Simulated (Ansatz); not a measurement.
Theory: Ansatz 0.2.0, DFT PBE, scalar-relativistic, plane waves, PAW. All cells share a 420 eV cutoff and Γ-centred k meshes spaced at most about 0.3 Å⁻¹ (about 0.25 or finer for metals, 2π included). No spin polarisation in the final relaxations.

These are static total energies at zero pressure.

Two relaxed structures of Sr3Bi:

A. Space group Pmmm (No. 47), orthorhombic, a = 3.920 Å, b = 4.581 Å, c = 11.835 Å. Sr on a site of symmetry mm2 has 2 Bi at 3.27 Å, 2 Sr at 3.92 Å and 2 Sr at 4.25 Å; Sr on a site of symmetry mmm has 2 Sr at 3.92 Å, 4 Sr at 4.25 Å and 2 Sr at 4.58 Å; Bi is surrounded by 4 Sr at 3.27 Å.

B. Space group P-6m2 (No. 187), hexagonal, a = 4.767 Å, c = 10.884 Å. Sr on a site of symmetry -6m2 is surrounded by 6 Sr at 4.50 Å, 6 Sr at 4.77 Å and 2 Bi at 5.44 Å; Sr on a site of symmetry 3m has 3 Bi at 3.34 Å, 1 Sr at 3.77 Å and 3 Sr at 4.50 Å; Bi is surrounded by 6 Sr at 3.34 Å, 6 Bi at 4.77 Å and 2 Sr at 5.44 Å.

Problem. Which would you expect to be lower, and how large is the difference?

Solution. B is lower, by 264 meV/atom. A has space group Pmmm (No. 47), 53.1 Å³/atom and no gap on its mesh; B has space group P-6m2 (No. 187), 53.6 Å³/atom and no gap. Counting all near atoms (those within 1.25 times the shortest distance at each site; a plus sign parts nearer from farther groups; a slash parts the counts of unlike sites), A has Sr 2+2/8, Bi 4+2 and B has Sr 3+1/12+2, Bi 6. Both come from invented guesses.

These runs have no spin–orbit coupling, which can matter for Bi. A magnetic state wasn't ruled out in cells without spin, among them P-6m2. Cells relaxed within their symmetry can be saddle points.
